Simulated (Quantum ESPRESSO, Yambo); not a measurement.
# Cs$_{2}$O at -0.7 % isotropic strain: DFT and GW levels

```
CELL_PARAMETERS angstrom
      2.03740     1.17630     6.84149
     -2.03740     1.17630     6.84149
      0.00000    -2.35259     6.84149
ATOMIC_POSITIONS crystal
  O  0.00000 0.00000 0.00000
  Cs 0.25942 0.25942 0.25942
  Cs 0.74058 0.74058 0.74058
```

The PBEsol cell relaxed from Materials Project entry mp-7988 was given an isotropic strain of -0.7 % on all lattice vectors, and the atoms were relaxed again.

Starting point: norm-conserving PBEsol (Quantum ESPRESSO, 84 Ry, no spin-orbit coupling). G0W0 in Yambo: 4×4×4 Γ-centred k mesh, 141 bands and a 7 Ry block in the screening, 141 bands in G with the Bruneval-Gonze terminator, plasmon pole fitted at 27.2 eV.

```yaml
PBEsol gap along the band path: 1.04 eV
PBEsol gap between the mesh's edge points (L → Γ): 1.04 eV
G0W0 gap between the same points: 1.71 eV
PBEsol smallest direct gap on the mesh (at Γ): 1.62 eV
G0W0 direct gap at that point: 2.31 eV
```

```csv
k point,band,E PBEsol (eV),E QP (eV),shift (eV),Z
Γ,VB,-0.58,-1.08,-0.50,0.74
Γ,CB,1.04,1.23,0.19,0.84
L,VB,0.00,-0.48,-0.48,0.75
L,CB,3.06,3.49,0.43,0.84
F,VB,-0.13,-0.64,-0.50,0.75
F,CB,2.32,2.63,0.30,0.84
```

Energies count from the PBEsol valence-band maximum.

Convergence of the G0W0 settings was not tested.
